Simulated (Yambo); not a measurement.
## Optical response of BeO at +1 % isotropic strain

```
CELL_PARAMETERS angstrom
      2.71780     0.00000     0.00000
     -1.35890     2.35369     0.00000
      0.00000     0.00000     4.41290
ATOMIC_POSITIONS crystal
  Be 0.33333 0.66667 0.99986
  Be 0.66667 0.33333 0.49986
  O  0.33333 0.66667 0.37764
  O  0.66667 0.33333 0.87764
```

Yambo, RPA with local fields on PBEsol bands; 21×21×12 mesh, 25 bands, 4 Ry local-field block, 0.2 eV broadening; field along x.

```json
[
 {"E (eV)": "0.0", "Im ε": "0.00", "Re ε": "3.01", "Im ε, independent particles": "0.00"},
 {"E (eV)": "0.6", "Im ε": "0.00", "Re ε": "3.01", "Im ε, independent particles": "0.00"},
 {"E (eV)": "1.2", "Im ε": "0.01", "Re ε": "3.02", "Im ε, independent particles": "0.01"},
 {"E (eV)": "1.9", "Im ε": "0.01", "Re ε": "3.05", "Im ε, independent particles": "0.01"},
 {"E (eV)": "2.5", "Im ε": "0.01", "Re ε": "3.08", "Im ε, independent particles": "0.01"},
 {"E (eV)": "3.1", "Im ε": "0.02", "Re ε": "3.13", "Im ε, independent particles": "0.02"},
 {"E (eV)": "3.8", "Im ε": "0.02", "Re ε": "3.19", "Im ε, independent particles": "0.02"},
 {"E (eV)": "4.4", "Im ε": "0.03", "Re ε": "3.27", "Im ε, independent particles": "0.03"},
 {"E (eV)": "5.0", "Im ε": "0.04", "Re ε": "3.38", "Im ε, independent particles": "0.04"},
 {"E (eV)": "5.6", "Im ε": "0.05", "Re ε": "3.51", "Im ε, independent particles": "0.05"},
 {"E (eV)": "6.2", "Im ε": "0.07", "Re ε": "3.70", "Im ε, independent particles": "0.07"},
 {"E (eV)": "6.9", "Im ε": "0.12", "Re ε": "3.98", "Im ε, independent particles": "0.12"},
 {"E (eV)": "7.5", "Im ε": "0.42", "Re ε": "4.38", "Im ε, independent particles": "0.41"},
 {"E (eV)": "8.1", "Im ε": "0.80", "Re ε": "4.52", "Im ε, independent particles": "0.76"},
 {"E (eV)": "8.8", "Im ε": "1.08", "Re ε": "4.71", "Im ε, independent particles": "1.03"},
 {"E (eV)": "9.4", "Im ε": "1.46", "Re ε": "5.08", "Im ε, independent particles": "1.42"},
 {"E (eV)": "10.0", "Im ε": "2.75", "Re ε": "5.69", "Im ε, independent particles": "2.83"},
 {"E (eV)": "10.6", "Im ε": "4.05", "Re ε": "4.80", "Im ε, independent particles": "4.41"},
 {"E (eV)": "11.2", "Im ε": "4.70", "Re ε": "3.21", "Im ε, independent particles": "5.23"},
 {"E (eV)": "11.9", "Im ε": "4.19", "Re ε": "2.12", "Im ε, independent particles": "4.53"},
 {"E (eV)": "12.5", "Im ε": "3.57", "Re ε": "1.66", "Im ε, independent particles": "3.82"},
 {"E (eV)": "13.1", "Im ε": "3.06", "Re ε": "1.22", "Im ε, independent particles": "3.25"},
 {"E (eV)": "13.8", "Im ε": "2.39", "Re ε": "1.78", "Im ε, independent particles": "2.72"},
 {"E (eV)": "14.4", "Im ε": "2.99", "Re ε": "2.31", "Im ε, independent particles": "3.86"},
 {"E (eV)": "15.0", "Im ε": "3.38", "Re ε": "1.79", "Im ε, independent particles": "4.54"},
 {"E (eV)": "15.6", "Im ε": "3.36", "Re ε": "1.42", "Im ε, independent particles": "4.47"},
 {"E (eV)": "16.2", "Im ε": "3.68", "Re ε": "1.13", "Im ε, independent particles": "4.54"},
 {"E (eV)": "16.9", "Im ε": "3.38", "Re ε": "0.56", "Im ε, independent particles": "3.77"},
 {"E (eV)": "17.5", "Im ε": "3.32", "Re ε": "0.08", "Im ε, independent particles": "3.38"},
 {"E (eV)": "18.1", "Im ε": "2.91", "Re ε": "-0.39", "Im ε, independent particles": "2.74"},
 {"E (eV)": "18.8", "Im ε": "2.56", "Re ε": "-0.48", "Im ε, independent particles": "2.35"},
 {"E (eV)": "19.4", "Im ε": "2.21", "Re ε": "-0.46", "Im ε, independent particles": "1.99"},
 {"E (eV)": "20.0", "Im ε": "1.94", "Re ε": "-0.57", "Im ε, independent particles": "1.67"}
]
```

Peak heights and small wiggles depend on the k mesh. Convergence of the RPA response with its 21×21×12 mesh was not tested. No excitonic effects at this level.

Geometry strained from the cell relaxed with PBEsol, atoms relaxed again.
